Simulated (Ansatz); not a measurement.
Input and command of a calculation in Ansatz (plane waves; scalar-relativistic PAW potentials unless the input names others):

```yaml
crystal:
  lattice:
    - [4.1210459609, 0.0, 1.0e-10]
    - [0.0, 4.1210459609, 0.0]
    - [-2.0605229805, 0.0, 1.9208948599]
  atoms:
    - { symbol: Al, position: [0.0, 0.0, 0.0] }
    - { symbol: Al, position: [0.5, 0.5, 0.0] }
basis:
  ecutwfc: "22.0 Ry"
kpoints:
  mp_grid: { grid: [9, 9, 18] }
hamiltonian:
  xc: lda
scf:
  occupations: { method: gaussian, width: 0.1 }
output:
  forces: true
  eigenvalues: true
  stress: true
```

```bash
ansatz run input.yaml --threads 4 --pin off --max-ram 8192MiB --backend cpu --events-out ev --progress --plain --runs-dir out
```

Abridged log:
```
Warning: basis.ecutwfc = 299.32524870 eV is below the records' recommended 420 eV, and the density's cutoff is lower with it unless basis.ecutrho_ratio is high enough to keep the records' density cutoff: compare with a run at a higher cutoff
Basis set: ecut = 299.32524870 eV, 371 PW (Γ)
Bands: 7, of which v1, the nominal top of the filled ones, is band 3 counted from 1 (2 counted from 0)
Symmetry: 16 space group operations
k-points: 250 of 1458
SCF iter   1: F=—  HF=-1025.668189 eV  |F-HF|=—  |Δ(HF+E_count)|=         —  Δρ=3.36e-3  dr2=3.13e-3  ethr=1.77e-3  ⟨swp⟩=5.1  Hψ=13917  notcnv=0
SCF iter   2: F=—  HF=-1025.667617 eV  |F-HF|=—  |Δ(HF+E_count)|=   5.72e-4  Δρ=2.04e-3  dr2=1.24e-3  ethr=5.21e-5  ⟨swp⟩=1.0  Hψ=3754  notcnv=0
SCF iter   3: F=—  HF=-1025.667200 eV  |F-HF|=—  |Δ(HF+E_count)|=   4.18e-4  Δρ=1.04e-4  dr2=2.41e-6  ethr=2.07e-5  ⟨swp⟩=2.0  Hψ=2396  notcnv=0
SCF iter   4: F=—  HF=-1025.667198 eV  |F-HF|=—  |Δ(HF+E_count)|=   1.88e-6  Δρ=5.79e-6  dr2=8.80e-9  ethr=4.02e-8  ⟨swp⟩=1.5  Hψ=1951  notcnv=0
SCF iter   5: F=-1025.667198 eV  HF=-1025.667198 eV  |F-HF|=4.09e-12  |Δ(HF+E_count)|=   4.32e-9  Δρ=2.51e-7  dr2=9.49e-12  ethr=1.47e-10  ⟨swp⟩=2.1  Hψ=2418  notcnv=0
SCF iter   6: F=-1025.667198 eV  HF=-1025.667198 eV  |F-HF|=2.27e-13  |Δ(HF+E_count)|=  2.73e-12  Δρ=2.45e-8  dr2=1.29e-13  ethr=1.00e-12  ⟨swp⟩=1.6  Hψ=4980  notcnv=0
SCF 1 converged in 6 iterations: F = -1025.667198 eV  dr2 = 1.29e-13
SCF converged after 6 iterations
Free energy (F): -1025.667198 eV
Harris-Foulkes:  -1025.667198 eV  (|F-HF|=2.27e-13)
Internal energy: -1025.663003 eV  (E = F + TS)
E sigma→0 (E₀):  -1025.665100 eV
Entropy (-TS):   -0.004194 eV (-2.097 meV/atom)
Fermi energy:    7.819419 eV
--- Forces (eV/Å), atoms counted from 1 ---
  atom   1  Al     0.00000000     0.00000000     0.00000000
  atom   2  Al     0.00000000     0.00000000     0.00000000
--- Stress (GPa, compression-positive) ---
       -2.797794       0.000000       0.000000
        0.000000      -2.798861       0.000000
        0.000000       0.000000       0.453979
  P = ⅓ Tr σ = -1.7142 GPa (-17.142 kbar)
```

Apart from outputs and empty bands, the input differs from a reference run on usual settings in basis.ecutwfc: 420 → "22.0 Ry". The reference, at the same geometry (not necessarily relaxed), gave pressure -2.12 GPa, largest force 0.000 eV/Å, no gap on the mesh. This run converged in 6 SCF iterations (reference: 6) with an energy at zero smearing 31.05 meV/atom above the reference's, pressure -1.71 GPa, largest force 0.000 eV/Å, no gap on the mesh. Its cutoff is looser than usual, and the result moved.

It took 0.46 s on 4 threads of Intel(R) Xeon(R) 6975P-C (Granite Rapids), with other jobs on the host, peak memory 0.35 GiB.